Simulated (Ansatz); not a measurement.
MgTe:
```cif
data_Mg4Te4
_chemical_formula_sum 'Te4 Mg4'
_space_group_name_H-M_alt 'F-43m'
_space_group_IT_number 216
_space_group_name_Hall 'F -4 2 3'
_cell_length_a 6.50901
_cell_length_b 6.50901
_cell_length_c 6.50901
_cell_angle_alpha 90.000
_cell_angle_beta 90.000
_cell_angle_gamma 90.000
loop_
_atom_site_label
_atom_site_type_symbol
_atom_site_symmetry_multiplicity
_atom_site_Wyckoff_symbol
_atom_site_fract_x
_atom_site_fract_y
_atom_site_fract_z
_atom_site_occupancy
Te1 Te 4 c 0.25000 0.25000 0.25000 1
Mg1 Mg 4 a 0.00000 0.00000 0.00000 1
```
(The calculation used a cell of 2 atoms; values per cell refer to that cell.)

Relaxed with PBE.

**Question.** Give the optical modes at the zone centre with their infrared and Raman activity from DFPT, PBE in the plane-wave PAW code Ansatz.

**Answer.** Transverse frequencies, without the LO–TO term; a row sums one degenerate level.

```csv
ω (cm⁻¹),degeneracy,IR ((D/Å)²/amu),Raman (Å⁴/amu),activity,symmetry
230,3,12.76,6.3,IR+Raman,T2
```

The PBE relaxation kept the symmetry of its start; phonons on a q-mesh show no instability. Scalar-relativistic: spin–orbit coupling is off unless named, which matters more the heavier the elements.

Potentials: the later of the program's two PAW sets.
